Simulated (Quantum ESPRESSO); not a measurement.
# Where does B sit best among Al sites?

The results below are calculated, not measured. They come from pw.x of Quantum ESPRESSO 7.5, a plane-wave density functional program, with PseudoDojo standard norm-conserving files (v0.5 for PBE, v0.4.1 for LDA and PBEsol). The cells are made up: elements, strain and atom displacements were drawn at random, and nothing was relaxed. There is no spin polarisation, spin-orbit coupling or dispersion term.

The cell has 8 sites of a zincblende or diamond lattice. Sites 1 to 4 hold X X X X; sites 5 to 8 hold P P P P. Cell vectors in Å: (5.511, 0.099, 0.087); (0.099, 5.599, -0.023); (0.087, -0.023, 5.712). Settings: PBE, cutoff 1034 eV, 4 x 4 x 4 k mesh shifted by half a step, Fermi-Dirac smearing of 0.025 eV.

In each run one of the sites marked X holds B and the others hold Al; cell and positions stay the same. E is the free energy of the cell.

```
site of the guest,first shell,mean distance (Å),E above the lowest (eV),P (GPa),force on the guest (eV/Å)
1,P4,2.430,0.092,-9.28,0.347
2,P4,2.413,0.000,-9.51,0.628
3,P4,2.439,0.081,-9.24,0.578
4,P4,2.435,0.135,-9.18,0.594
```

A rerun of one of these cells at 1317 eV and k mesh 6 x 6 x 6 moved values by no more than 0.006 eV in the cell's energy, 0.02 GPa in stress and 0.002 eV/Å in force.

## Reading the table

Site 2 is lowest, by 0.081 eV, over three times the rerun's bound. A straight line of energy against the mean distance has a slope of 4.2 ± 1.9 eV/Å, so these few sites cannot settle whether the distance sets the order. The positions are random and not relaxed, so the differences hold for this frozen cell and are not site preferences of a real crystal.